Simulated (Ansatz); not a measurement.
ZnSe:
```yaml
crystal:
  lattice:
    - [0.00000, 2.78378, 2.78378]
    - [2.78378, 0.00000, 2.78378]
    - [2.78378, 2.78378, 0.00000]
  atoms:
    - { symbol: Se, position: [0.75000, 0.75000, 0.75000] }
    - { symbol: Zn, position: [0.00000, 0.00000, 0.00000] }
```

Relaxed with LDA. Special points in fractions of this cell's reciprocal vectors: Γ (0.000, 0.000, 0.000); X (0.500, 0.000, 0.500); U (0.625, 0.250, 0.625); K (0.375, 0.375, 0.750); L (0.500, 0.500, 0.500); W (0.500, 0.250, 0.750).

Question: List the band energies nearest the valence-band maximum at these points for LDA in the plane-wave PAW code Ansatz.

Answer: In eV from the valence-band maximum; about four levels below and three above (degenerate sets whole), none deeper than 8.9 eV; … stands for higher levels left out; points with the same levels are listed once.

```csv
k,below,above
Γ,-6.45 -6.45 0.00 0.00 0.00,1.25 …
X,-6.26 -5.06 -2.40 -2.40,2.69 3.32 10.90
U,-6.15 -5.05 -3.40 -1.97,3.39 5.60 9.06
L,-6.28 -5.64 -0.95 -0.95,2.45 6.29 6.29
W,-6.11 -5.01 -3.02 -2.96,5.35 5.69 6.93
```

Space group F-43m (zinc blende). The LDA relaxation kept the symmetry of its start; phonons on a q-mesh show no instability. Spin–orbit coupling is left out wherever it is not named.

Potentials: the later of the program's two PAW sets.
